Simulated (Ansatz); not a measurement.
NbCd3: levels along high-symmetry lines

```yaml
crystal:
  lattice:
    - [4.21500, 0.00000, 0.00000]
    - [0.00000, 4.21500, 0.00000]
    - [0.00000, 0.00000, 4.21500]
  atoms:
    - { symbol: Nb, position: [0.00000, 0.00000, 0.00000] }
    - { symbol: Cd, position: [0.00000, 0.50000, 0.50000] }
    - { symbol: Cd, position: [0.50000, 0.00000, 0.50000] }
    - { symbol: Cd, position: [0.50000, 0.50000, 0.00000] }
```

Atom numbers follow the list: Nb1, Cd2, Cd3, Cd4.

The geometry is COD entry 2310296, unchecked; take it as a test cell.

Spin polarisation is left out, and whether a magnetic state lies lower isn't shown here.

The calculation used DFT, LDA, all-electron LAPW, scalar-relativistic in Ansatz 0.2.0.

Numerical set-up: a Γ-centred 9×9×9 k mesh, Fermi–Dirac smearing of 0.08 eV, basis error target 0.5 meV/atom, no spin polarisation.

Points in fractions of the reciprocal vectors of this cell: Γ (0, 0, 0), X (0, 0.5, 0), M (0.5, 0.5, 0), R (0.5, 0.5, 0.5). The path runs Γ–X–M–Γ–R–X–R–M. Energies are in eV from the Fermi level; (×n) counts levels within 4 meV of each other, which need not be degenerate by symmetry.

Task: Is there a gap?

Result: none: with an odd electron count and no spin polarisation the bands can't all be full, a metal in this set-up (in compounds, spin order or a distortion in a larger cell can open a gap).

Task: List the levels between -5 and 5 eV at the symmetry points.

Result: 
Γ: -0.93 (×2), 0.20 (×3), 1.31 (×3)
X: -0.90 (×2), -0.80, 1.01, 1.21, 3.13, 4.28 (×2)
M: -3.19 (×2), -3.17, -0.33 (×2), 1.12, 1.83, 2.20
R: -2.43 (×3), -2.37, -1.18 (×3), 1.53 (×2), 3.79, 4.30 (×3)
